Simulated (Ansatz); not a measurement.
Run on Mn (hcp type): DFT, LDA, norm-conserving pseudopotentials, Ansatz's default files, scalar-relativistic (Ansatz 0.2.0). This run: the series' base cell.

The cell comes from a relaxation on PAW files under the same functional, begun from a prototype that needn't be the stable phase.

Command: `ansatz run input.yaml --threads 1 --pin off --max-ram 3072MiB --backend cpu --events-out ev --progress --plain --runs-dir out` It took 94 s on 1 thread of Arm Neoverse V1 (shared host), peak memory 0.82 GiB.

```yaml
crystal:
  lattice:
    - [2.431878765, 0.0, 0.0]
    - [-1.2159393825, 2.1060687894, 0.0]
    - [0.0, 0.0, 3.9227343714]
  atoms:
    - { symbol: Mn, position: [0.3333333333, 0.6666666667, 0.25], spin: 3.0 }
    - { symbol: Mn, position: [0.6666666667, 0.3333333333, 0.75], spin: 3.0 }
magnetization:
  spin_polarized: true
kpoints:
  mp_grid: { grid: [20, 20, 11] }
scf:
  occupations: { method: fermi_dirac, width: 0.08 }
hamiltonian:
  xc: lda
  pseudopotentials: { kind: nc }
output:
  forces: true
  stress: true
  eigenvalues: true
```

Output:

```
Engine: ansatz 0.2.0
Pseudopotentials: kind: nc
Pseudopotential: Mn, nc, valence charge 15, recommended cutoff 1306.14654 eV (normal), Mn.nc.azcp (PseudoDojo's, or run here from an input of PseudoDojo's: the run reads no file of this project's for it)
Functional definition: SPW92
  exchange = slater_x
  correlation = pw_c
Crystal: 2 atoms, lattice volume = 20.091 Å³
Basis set: ecut = 1306.14654 eV, 2165 PW (Γ)
Bands: 22, of which v1, the nominal top of the filled ones, is band 15 counted from 1 (14 counted from 0)
Symmetry: 24 space group operations
Space group: P63/mmc (ITA 194), of the structure as read, at distance tolerance 2.7e-5 Å
Magnetic group: BNS 194.263 (UNI 1493), of the structure as read, at distance tolerance 2.7e-5 Å
k-points: 264 of 4400
Non-local potential: Mn, projectors of the file, l = 0: 2, l = 1: 2, l = 2: 2
Initial density: superposition of atomic densities (chi_scale 0.1, normalization cell)
Starting moments: Σ|m| = 6 μB on 2 of 2 sites
Initial wavefunctions: pseudopotential atomic-orbital guess
Functional: x = slater, c = lda
SCF iter   1: F=—  HF=-5920.310948 eV  |F-HF|=—  |Δ(HF+E_count)|=         —  Δρ=2.27e-1 (↑2.27e-1 ↓1.47e-1)  dr2=1.30e0  dr2_m=6.29e0  M=2.981 μB ∫|m|=2.985 μB  β_m=0.30  ethr=3.10e-3  ⟨swp⟩=5.6  Hψ=48161  notcnv=0
preconditioner: auto → none  [metal: Δε(μ)=0.004 eV  Ē_g=8.437 eV  σ=0.080 eV  W_gap=0.01  n_scr=2 (ndim 8)  ℏωp=31.0 eV  f_vac=0.000  D(μ)=3.00/eV (n_scr^D=42)  sad-step TF]
SCF iter   2: F=—  HF=-5920.517168 eV  |F-HF|=—  |Δ(HF+E_count)|=   2.06e-1  Δρ=1.66e-1 (↑1.66e-1 ↓1.24e-1)  dr2=3.92e-1  dr2_m=3.83e0  M=2.662 μB ∫|m|=2.666 μB  β_m=0.30  ethr=3.10e-3  ⟨swp⟩=2.0  Hψ=18292  notcnv=0  defer=396
spin-set hold released at iteration 2 (site moments show no strong build): the magnetisation degrees of freedom join the quasi-Newton model from the next iteration; the mixer history was kept
SCF iter   3: F=—  HF=-5920.727376 eV  |F-HF|=—  |Δ(HF+E_count)|=   2.10e-1  Δρ=1.17e-1 (↑1.07e-1 ↓1.17e-1)  dr2=1.24e-2  dr2_m=2.31e0  M=2.426 μB ∫|m|=2.431 μB  β_m=0.08  ethr=1.31e-3  ⟨swp⟩=2.4  Hψ=19723  notcnv=0  defer=396
SCF iter   4: F=—  HF=-5920.980433 eV  |F-HF|=—  |Δ(HF+E_count)|=   2.53e-1  Δρ=9.91e-2 (↑8.15e-2 ↓9.91e-2)  dr2=3.70e-2  dr2_m=1.49e0  M=2.071 μB ∫|m|=2.078 μB  β_m=0.47  ethr=4.14e-5  ⟨swp⟩=2.3  Hψ=22415  notcnv=0  defer=333
SCF iter   5: F=-5921.473225 eV  HF=-5921.412691 eV  |F-HF|=6.05e-2  |Δ(HF+E_count)|=   4.32e-1  Δρ=5.72e-2 (↑5.72e-2 ↓4.76e-2)  dr2=4.51e-2  dr2_m=4.84e-1  M=1.118 μB ∫|m|=1.123 μB  β_m=0.50  ethr=4.14e-5  ⟨swp⟩=2.5  Hψ=23852  notcnv=0  defer=332
SCF iter   6: F=-5921.603690 eV  HF=-5921.603534 eV  |F-HF|=1.56e-4  |Δ(HF+E_count)|=   1.91e-1  Δρ=1.20e-2 (↑9.28e-3 ↓1.20e-2)  dr2=6.35e-3  dr2_m=1.52e-2  M=0.200 μB ∫|m|=0.203 μB  β_m=0.58  ethr=4.14e-5  ⟨swp⟩=2.4  Hψ=25037  notcnv=0  defer=320
SCF iter   7: F=-5921.610036 eV  HF=-5921.609999 eV  |F-HF|=3.70e-5  |Δ(HF+E_count)|=   6.47e-3  Δρ=2.74e-3 (↑2.74e-3 ↓2.58e-3)  dr2=3.54e-4  dr2_m=7.47e-4  M=0.009 μB ∫|m|=0.013 μB  β_m=0.71  ethr=2.12e-5  ⟨swp⟩=2.1  Hψ=16460  notcnv=0  defer=113
SCF iter   8: F=-5921.610082 eV  HF=-5921.610031 eV  |F-HF|=5.03e-5  |Δ(HF+E_count)|=   3.19e-5  Δρ=1.07e-3 (↑1.07e-3 ↓9.21e-4)  dr2=3.05e-6  dr2_m=1.78e-4  M=0.022 μB ∫|m|=0.022 μB  β_m=0.86  ethr=1.18e-6  ⟨swp⟩=2.1  Hψ=19306  notcnv=0  defer=113
SCF iter   9: F=-5921.610125 eV  HF=-5921.610128 eV  |F-HF|=2.98e-6  |Δ(HF+E_count)|=   9.71e-5  Δρ=2.83e-4 (↑2.83e-4 ↓1.49e-4)  dr2=5.44e-6  dr2_m=7.37e-6  M=-0.003 μB ∫|m|=0.003 μB  β_m=0.85  ethr=1.02e-8  ⟨swp⟩=2.5  Hψ=21416  notcnv=0  defer=113
SCF iter  10: F=-5921.610129 eV  HF=-5921.610129 eV  |F-HF|=2.17e-7  |Δ(HF+E_count)|=   7.90e-7  Δρ=8.73e-5 (↑8.00e-5 ↓8.73e-5)  dr2=5.69e-8  dr2_m=1.24e-6  M=-0.002 μB ∫|m|=0.002 μB  β_m=0.92  ethr=3.33e-10  ⟨swp⟩=4.3  Hψ=53345  notcnv=0
SCF iter  11: F=-5921.610130 eV  HF=-5921.610130 eV  |F-HF|=8.39e-9  |Δ(HF+E_count)|=   5.21e-7  Δρ=8.07e-6 (↑8.07e-6 ↓6.54e-6)  dr2=1.16e-8  dr2_m=1.02e-9  M=0.000 μB ∫|m|=0.000 μB  β_m=0.84  ethr=1.90e-10  ⟨swp⟩=4.1  Hψ=38910  notcnv=0
SCF iter  12: F=-5921.610130 eV  HF=-5921.610130 eV  |F-HF|=8.93e-10  |Δ(HF+E_count)|=   3.89e-9  Δρ=4.48e-6 (↑4.48e-6 ↓1.59e-6)  dr2=1.43e-9  dr2_m=1.54e-9  M=0.000 μB ∫|m|=0.000 μB  β_m=0.83  ethr=3.85e-11  ⟨swp⟩=3.0  Hψ=29207  notcnv=0
SCF iter  13: F=-5921.610130 eV  HF=-5921.610130 eV  |F-HF|=1.82e-12  |Δ(HF+E_count)|=  2.14e-10  Δρ=1.97e-7 (↑1.07e-7 ↓1.97e-7)  dr2=4.74e-12  dr2_m=2.53e-12  M=-0.000 μB ∫|m|=0.000 μB  ethr=4.77e-12  ⟨swp⟩=3.0  Hψ=25174  notcnv=0
at 1 of the mixer's solves, the last at iteration 4, it left a direction of its history that read negative out of its fit and stepped the other way along it
WARN: the starting moments were not kept: the SCF closed with an absolute magnetisation of 1.2e-6 μB, where they sum to 6 μB in size (2 sites). That is at most 0.1 of that sum. Measured as dr2_m measures the in/out step, that magnetisation stands 2.9e-13 eV from none, at or under the dr2_threshold of 1.0e-7 eV: it is no larger than a step whose dr2_m would equal this threshold. The system may hold no moment; this SCF shows only that its start led to no more than that. To try another start: raise the starting moments (crystal.atoms[].spin, magnetization.per_species, magnetization.initial_magnetization, or on a non-collinear deck that types none of these the spinor_matrix: blocks that start its atoms; where the total moment is fixed, keep their sum and leave initial_magnetization as it is; typed ones take the place of any that the run laid by itself, positive ones on a crystal's lanthanoids without a Hubbard term where scf.initial_density.shell_occupations: [] is typed) or, if the notice of its spin-set hold's release reads "site moments contracting" or "site moments show no strong build", lengthen the hold (scf.mixing.spin_hold: { on: { confirm: 4 } }; for m-r²SCAN on two components see the key's manual first). Each may lead to a state that holds a moment. A second SCF, from the converged charge density, with the starting moments and any scf.initial_density.shell_occupations laid on it anew, would have followed, and was not run: the deck does not ask for one (magnetization.retry_lost_moments is false, the default). To let it run, set magnetization.retry_lost_moments: true and run the deck again, where that key's refused combinations let it; where memory then withholds it, that run's warning says so.
SCF 1 converged in 13 iterations: F = -5921.610130 eV  dr2 = 4.74e-12
SCF converged after 13 iterations
Magnetization: -0.0000 μB (15.0000 up, 15.0000 down)
Absolute magnetization: 0.0000 μB (∫|ρ↑−ρ↓|)
Spin contamination: 0.0000 ħ² per cell (⟨S²⟩ above its minimum at these occupations)
Per-site moments (μB) at R_I (Å): [(-3.633127839176892e-7, 0.994998056544262), (-3.63312784002033e-7, 0.994998056544262)]
Free energy (F): -5921.610130 eV
Harris-Foulkes:  -5921.610130 eV  (|F-HF|=1.82e-12)
Internal energy: -5921.556971 eV  (E = F + TS)
E sigma→0 (E₀):  -5921.583550 eV
Entropy (-TS):   -0.053159 eV (-26.579 meV/atom)
Fermi energy:    21.500533 eV
--- Per-component energies (eV) ---
  E_band       = -271.457530
  E_kinetic    = 2603.670684
  E_local      = -4009.761711  (includes V_loc(G=0)·N_el)
  E_nonlocal   = -396.084485
  E_hartree    = 1203.327216
  E_xc         = -986.061426
  E_vxc        = -875.936310  (∫ρ·V_xc dr)
  E_ewald      = -4336.647248
  E_smearing   = -0.053159  (= −TS)
  E_closure    = -0.000000  (closes the sum)
  Σ components = -5921.610130   (vs F -5921.610130, Δ=0.00e0)
--- Forces (eV/Å), atoms counted from 1 ---
  atom   1  Mn     0.00000000     0.00000000     0.00000000
  atom   2  Mn    -0.00000000    -0.00000000     0.00000000
  max |Σ_I F_I| component: 1.85e-17 eV/Å
--- Stress (GPa, compression-positive) ---
        0.022826      -0.000000       0.000000
       -0.000000       0.022826       0.000000
        0.000000       0.000000       0.002383
  P = ⅓ Tr σ = 0.0160 GPa (0.160 kbar)
--- Band table (eV; the first three rows and the last of 528) ---
  k-point 0 ↑: bands = ["-57.0370", "-56.8127", "-26.5571", "-25.7093", "-25.7093", "-25.5747", "-25.5747", "-25.5526", "13.0367", "16.7015", "20.4290", "20.4290", "20.4458", "20.9642", "20.9642", "21.5242", "21.5242", "22.4293", "23.2900", "23.2900", "31.6166", "42.7869"]
  k-point 1 ↑: bands = ["-57.0325", "-56.8173", "-26.5375", "-25.7066", "-25.7066", "-25.5774", "-25.5774", "-25.5737", "13.1316", "16.6990", "20.3923", "20.3923", "20.4072", "20.9249", "20.9249", "21.6108", "21.6108", "22.1568", "23.2881", "23.2881", "32.0282", "42.6832"]
  k-point 2 ↑: bands = ["-57.0194", "-56.8307", "-26.4799", "-25.6987", "-25.6987", "-25.6350", "-25.5854", "-25.5854", "13.4114", "16.6721", "20.2983", "20.3190", "20.3190", "20.8184", "20.8184", "21.4950", "21.8294", "21.8294", "23.2722", "23.2722", "33.1217", "42.4128"]
  k-point 263 ↓: bands = ["-56.7740", "-56.7722", "-26.3542", "-26.3487", "-26.1513", "-26.1084", "-25.7348", "-25.7285", "18.1905", "18.3169", "18.6762", "18.7060", "19.7835", "19.8030", "21.4453", "21.6531", "23.3482", "23.3953", "29.5448", "29.5719", "31.5257", "32.1703"]
```

Next run (volume at 0.85 of the series' base cell), as changes to the input before:

```diff
   lattice:
-    - [2.431878765, 0.0, 0.0]
-    - [-1.2159393825, 2.1060687894, 0.0]
-    - [0.0, 0.0, 3.9227343714]
+    - [2.3040876065, 0.0, 0.0]
+    - [-1.1520438033, 1.9953983998, 0.0]
+    - [0.0, 0.0, 3.7144429439]
   atoms:
```

Command: `ansatz run input.yaml --threads 1 --pin off --max-ram 3072MiB --backend cpu --events-out ev --progress --plain --runs-dir out` It took 94 s on 1 thread of Arm Neoverse V1, on a shared host, peak memory 0.74 GiB.

Results part of the output:

```
WARN: the starting moments were not kept: the SCF closed with an absolute magnetisation of 4.4e-6 μB, where they sum to 6 μB in size (2 sites). That is at most 0.1 of that sum. Measured as dr2_m measures the in/out step, that magnetisation stands 1.1e-11 eV from none, at or under the dr2_threshold of 1.0e-7 eV: it is no larger than a step whose dr2_m would equal this threshold. The system may hold no moment; this SCF shows only that its start led to no more than that. To try another start: raise the starting moments (crystal.atoms[].spin, magnetization.per_species, magnetization.initial_magnetization, or on a non-collinear deck that types none of these the spinor_matrix: blocks that start its atoms; where the total moment is fixed, keep their sum and leave initial_magnetization as it is; typed ones take the place of any that the run laid by itself, positive ones on a crystal's lanthanoids without a Hubbard term where scf.initial_density.shell_occupations: [] is typed) or, if the notice of its spin-set hold's release reads "site moments contracting" or "site moments show no strong build", lengthen the hold (scf.mixing.spin_hold: { on: { confirm: 4 } }; for m-r²SCAN on two components see the key's manual first). Each may lead to a state that holds a moment. A second SCF, from the converged charge density, with the starting moments and any scf.initial_density.shell_occupations laid on it anew, would have followed, and was not run: the deck does not ask for one (magnetization.retry_lost_moments is false, the default). To let it run, set magnetization.retry_lost_moments: true and run the deck again, where that key's refused combinations let it; where memory then withholds it, that run's warning says so.
SCF 1 converged in 17 iterations: F = -5920.986158 eV  dr2 = 3.77e-11
SCF converged after 17 iterations
Magnetization: 0.0000 μB (15.0000 up, 15.0000 down)
Absolute magnetization: 0.0000 μB (∫|ρ↑−ρ↓|)
Spin contamination: 0.0000 ħ² per cell (⟨S²⟩ above its minimum at these occupations)
Per-site moments (μB) at R_I (Å): [(1.974973752256757e-6, 0.9423506445369516), (1.9749737524743086e-6, 0.9423506445369516)]
Free energy (F): -5920.986158 eV
Harris-Foulkes:  -5920.986158 eV  (|F-HF|=1.82e-11)
Internal energy: -5920.944025 eV  (E = F + TS)
E sigma→0 (E₀):  -5920.965091 eV
Entropy (-TS):   -0.042133 eV (-21.067 meV/atom)
Fermi energy:    25.945507 eV
--- Per-component energies (eV) ---
  E_band       = -145.209826
[... lines left out ...]
  Σ components = -5920.986158   (vs F -5920.986158, Δ=0.00e0)
--- Forces (eV/Å), atoms counted from 1 ---
  atom   1  Mn    -0.00000000    -0.00000000     0.00000000
  atom   2  Mn     0.00000000     0.00000000     0.00000000
  max |Σ_I F_I| component: 1.85e-17 eV/Å
--- Stress (GPa, compression-positive) ---
       76.457311      -0.000000       0.000000
       -0.000000      76.457311       0.000000
        0.000000       0.000000      76.467617
  P = ⅓ Tr σ = 76.4607 GPa (764.607 kbar)
--- Band table (eV; the first three rows and the last of 528) ---
  k-point 0 ↑: bands = ["-52.7744", "-52.3530", "-22.5621", "-21.1444", "-21.1444", "-20.9290", "-20.9290", "-20.8976", "16.8974", "20.2215", "24.5474", "24.5474", "24.5823", "25.2364", "25.2364", "25.9342", "25.9342", "27.3576", "28.1569", "28.1569", "38.2795", "48.3537"]
  k-point 1 ↑: bands = ["-52.7661", "-52.3618", "-22.5299", "-21.1400", "-21.1400", "-20.9334", "-20.9334", "-20.9329", "17.0075", "20.2396", "24.5018", "24.5018", "24.5340", "25.1856", "25.1856", "26.0438", "26.0438", "27.0533", "28.1570", "28.1570", "38.7024", "48.2083"]
  k-point 2 ↑: bands = ["-52.7418", "-52.3874", "-22.4354", "-21.1274", "-21.1274", "-21.0357", "-20.9463", "-20.9463", "17.3296", "20.2779", "24.3988", "24.4106", "24.4106", "25.0490", "25.0490", "26.2889", "26.3211", "26.3211", "28.1429", "28.1429", "39.8299", "47.8733"]
  k-point 263 ↓: bands = ["-52.2802", "-52.2767", "-22.2202", "-22.2112", "-21.8842", "-21.8118", "-21.1883", "-21.1777", "21.8645", "22.0339", "22.4408", "22.5044", "23.9516", "23.9779", "25.8348", "26.0812", "28.2354", "28.2958", "35.5920", "35.6435", "37.7432", "38.4469"]
```

Next run (volume at 0.65 of the series' base cell), as changes to the input before:

```diff
   lattice:
-    - [2.3040876065, 0.0, 0.0]
-    - [-1.1520438033, 1.9953983998, 0.0]
-    - [0.0, 0.0, 3.7144429439]
+    - [2.109514786, 0.0, 0.0]
+    - [-1.054757393, 1.8268933943, 0.0]
+    - [0.0, 0.0, 3.3886050277]
   atoms:
```

Results part of the output:

```
WARN: the starting moments were not kept: the SCF closed with an absolute magnetisation of 5.7e-7 μB, where they sum to 6 μB in size (2 sites). That is at most 0.1 of that sum. Measured as dr2_m measures the in/out step, that magnetisation stands 8.0e-14 eV from none, at or under the dr2_threshold of 1.0e-7 eV: it is no larger than a step whose dr2_m would equal this threshold. The system may hold no moment; this SCF shows only that its start led to no more than that. To try another start: raise the starting moments (crystal.atoms[].spin, magnetization.per_species, magnetization.initial_magnetization, or on a non-collinear deck that types none of these the spinor_matrix: blocks that start its atoms; where the total moment is fixed, keep their sum and leave initial_magnetization as it is; typed ones take the place of any that the run laid by itself, positive ones on a crystal's lanthanoids without a Hubbard term where scf.initial_density.shell_occupations: [] is typed) or, if the notice of its spin-set hold's release reads "site moments contracting" or "site moments show no strong build", lengthen the hold (scf.mixing.spin_hold: { on: { confirm: 4 } }; for m-r²SCAN on two components see the key's manual first). Each may lead to a state that holds a moment. A second SCF, from the converged charge density, with the starting moments and any scf.initial_density.shell_occupations laid on it anew, would have followed, and was not run: the deck does not ask for one (magnetization.retry_lost_moments is false, the default). To let it run, set magnetization.retry_lost_moments: true and run the deck again, where that key's refused combinations let it; where memory then withholds it, that run's warning says so.
SCF 1 converged in 16 iterations: F = -5916.280909 eV  dr2 = 3.24e-13
SCF converged after 16 iterations
Magnetization: -0.0000 μB (15.0000 up, 15.0000 down)
Absolute magnetization: 0.0000 μB (∫|ρ↑−ρ↓|)
Spin contamination: 0.0000 ħ² per cell (⟨S²⟩ above its minimum at these occupations)
Per-site moments (μB) at R_I (Å): [(-1.7468469602166211e-7, 0.8607336027793565), (-1.7468469607404528e-7, 0.8607336027793565)]
Free energy (F): -5916.280909 eV
Harris-Foulkes:  -5916.280909 eV  (|F-HF|=0.00e0)
Internal energy: -5916.249459 eV  (E = F + TS)
E sigma→0 (E₀):  -5916.265184 eV
Entropy (-TS):   -0.031450 eV (-15.725 meV/atom)
Fermi energy:    34.916254 eV
--- Per-component energies (eV) ---
  E_band       = 106.000545
[... lines left out ...]
  Σ components = -5916.280909   (vs F -5916.280909, Δ=0.00e0)
--- Forces (eV/Å), atoms counted from 1 ---
  atom   1  Mn     0.00000000     0.00000000     0.00000000
  atom   2  Mn    -0.00000000    -0.00000000     0.00000000
  max |Σ_I F_I| component: 9.25e-18 eV/Å
--- Stress (GPa, compression-positive) ---
      348.906293      -0.000000       0.000000
        0.000000     348.906293       0.000000
        0.000000       0.000000     348.786222
  P = ⅓ Tr σ = 348.8663 GPa (3488.663 kbar)
--- Band table (eV; the first three rows and the last of 528) ---
  k-point 0 ↑: bands = ["-44.6198", "-43.5041", "-15.0663", "-11.9755", "-11.9755", "-11.5267", "-11.5267", "-11.4497", "25.4120", "27.2929", "32.6597", "32.6597", "32.7877", "33.7023", "33.7023", "34.6628", "34.6628", "37.9013", "37.9013", "37.9444", "51.9457", "58.9789"]
  k-point 1 ↑: bands = ["-44.5987", "-43.5283", "-14.9969", "-11.9665", "-11.9665", "-11.5359", "-11.5359", "-11.5282", "25.5545", "27.3498", "32.5926", "32.5926", "32.7203", "33.6246", "33.6246", "34.8261", "34.8261", "37.5760", "37.9094", "37.9094", "52.3828", "58.7482"]
  k-point 2 ↑: bands = ["-44.5367", "-43.5987", "-14.7935", "-11.9403", "-11.9403", "-11.7555", "-11.5628", "-11.5628", "25.9640", "27.5107", "32.4591", "32.4591", "32.5373", "33.4167", "33.4167", "35.2397", "35.2397", "36.6121", "37.9082", "37.9082", "53.5397", "58.2902"]
  k-point 263 ↓: bands = ["-43.3210", "-43.3117", "-14.3264", "-14.3067", "-13.6056", "-13.4426", "-12.0516", "-12.0279", "29.1895", "29.4338", "29.9388", "30.1572", "32.4712", "32.5130", "34.5879", "34.8836", "38.0334", "38.1229", "48.0852", "48.2013", "50.4343", "51.1980"]
```

Antiferromagnetic order, which Cr and Mn prefer near zero pressure, wasn't tried. The start moments died away, and the runs ended non-magnetic. The norm-conserving files are those that the library serves for this functional. The structure type is held throughout; the real material can change phase at far lower pressure.
